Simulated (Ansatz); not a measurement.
SiC (zinc blende)

```
CELL_PARAMETERS angstrom
      0.00000     2.18988     2.18988
      2.18988     0.00000     2.18988
      2.18988     2.18988     0.00000
ATOMIC_POSITIONS crystal
  C  0.75000 0.75000 0.75000
  Si 0.00000 0.00000 0.00000
```

Scan: atom 1 (C, nearest neighbour Si at 1.896 Å; its periodic images, 3.1 Å or more away, move with it) is displaced along Cartesian [110], direction (0.707, 0.707, 0.000) in Cartesian axes, by s. The other atoms stay.

All values below come from PBE (plane waves to 420 eV, PAW, scalar-relativistic; Ansatz, a program for electronic structure). k mesh 10×10×10 (Γ-centred), Fermi-Dirac smearing 0.05 eV. Energies are smeared free energies. As the smearing reaches across the gap at some points, energies and forces of such displacements shift with the k mesh and the smearing. SiC was relaxed with its symmetry unable to fall. ΔE is measured from the undisplaced structure. The last digit holds for this mesh only.

```tsv
s (Å)	ΔE (meV/cell)
-0.570	3364.3
-0.456	2075.6
-0.342	1132.6
-0.228	withheld
-0.114	121.3
0.000	0.0
0.114	121.3
0.228	withheld
0.342	1132.6
0.456	2075.6
0.570	3364.3
```

Problem. Fit an even polynomial form (powers 2, 4, 6) to the given rows and predict ΔE at s = 0.228.

Solution. Least squares on the 9 given rows: ΔE = (9289)·s² + (3428)·s⁴ + (-448.2)·s⁶, in meV/cell with s in Å; root-mean-square residual 0.10 meV/cell. At 0.228 the fit gives 492.1 meV/cell; the calculation gives 492.1 meV/cell, the same to the digits shown. The quadratic term alone would give 482.9 meV/cell.

(A displaced cell: forces are minus the slopes of the energy, force constants its curvatures, and phonons follow from these.)
